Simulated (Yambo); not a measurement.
```
Ca2H3Br
1.0
    3.90294     0.00000     0.00000
   -1.95147     3.38005     0.00000
    0.00000     0.00000     6.85353
H Ca Br
3 2 1
Direct
  0.66667   0.33333   0.85048
  0.33333   0.66667   0.14952
  0.00000   0.00000   0.00000
  0.66667   0.33333   0.18576
  0.33333   0.66667   0.81424
  0.00000   0.00000   0.50000
```

Ca₂H₃Br (space group P-3m1, No. 164): mean Im ε in 1 eV windows above the direct gap of 3.31 eV, for different electron-hole kernels (Yambo, broadening 0.15 eV, PBEsol (pw.x of Quantum ESPRESSO, ONCV potentials, no spin-orbit coupling) bands; 9×9×4 mesh, 2 valence and 11 conduction bands, static screening with 48 bands and a 3 Ry block, scissor 1.62 eV, Tamm-Dancoff; field along x).

```csv
window (eV),independent quasiparticles,RPA (no attraction),BSE
3.3 to 4.3,1.7,1.6,4.5
4.3 to 5.3,3.1,2.8,3.4
5.3 to 6.3,2.9,2.5,4.6
```

This run doesn't resolve bound excitons or single peaks, so only averages are given, and they too depend on the mesh; weight that the attraction moves below the gap isn't listed. All transitions below 7.03 eV are in the band window. The scissor comes from a G0W0 run whose convergence isn't established.

Spin-orbit splittings are left out.

Geometry of the Materials Project entry, not relaxed at this level.

The structure is a Materials Project entry; no match was found in the copy of COD used, and its stability was not checked.
